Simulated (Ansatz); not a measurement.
## WC: from a starting cell to a relaxed one

The start is a generated cell, WC built in the AFLOW prototype AB_cI16_199_a_a (B_a). The structure is fully relaxed (lattice and positions, P = 0) with r2SCAN (plane waves to 500 eV, PAW, scalar-relativistic; Ansatz, a program for electronic structure). The first steps use a coarse 6×6×6 k-mesh.

Starting cell:
```
WC
1.0
   -2.88774     2.88774     2.88774
    2.88774    -2.88774     2.88774
    2.88774     2.88774    -2.88774
W C
4 4
Direct
  0.91200   0.91200   0.91200
  0.50000   0.00000   0.58800
  0.00000   0.58800   0.50000
  0.58800   0.50000   0.00000
  0.43060   0.43060   0.43060
  0.50000   0.00000   0.06940
  0.00000   0.06940   0.50000
  0.06940   0.50000   0.00000
```

* **Initial pressure**: -7 GPa (negative: the cell is under tension)
* **Largest initial force**: about 6.1 eV/Å, on W1, W2, W3, W4 (atoms numbered as listed)
* **Outcome**: The space group goes from I2₁3 (No. 199) to Pm-3m (No. 221); the end is CsCl type, with 2 atoms in the primitive cell
* **Energy released**: 1.22 to 1.23 eV/atom (the two k-meshes of the run give this range)
* **Volume change**: -16.9 %, from 12.04 to 10.00 Å³/atom
* **Shortest distances (start → end)**: The closest pairs of elements (up to four, under 3.6 Å), start → end: C–W 2.41 → 2.35 Å; W–W 2.43 → 2.71 Å; C–C 2.52 → 2.71 Å
* **Optimiser moves**: 5

Final values are on a 17×17×17 k-mesh of the relaxed cell. No spin polarisation in the result.

The run could not lower the symmetry of its start; a shaken copy of this end point relaxes with r2SCAN to P-6m2 (No. 187), 0.97 eV/atom lower.

The relaxed structure here is a generated cell of WC: the first start was made by placing the elements on the sites of a structure type, and the end was not matched to a known phase here, so it may be hypothetical. Known forms of WC include space group No. 187.
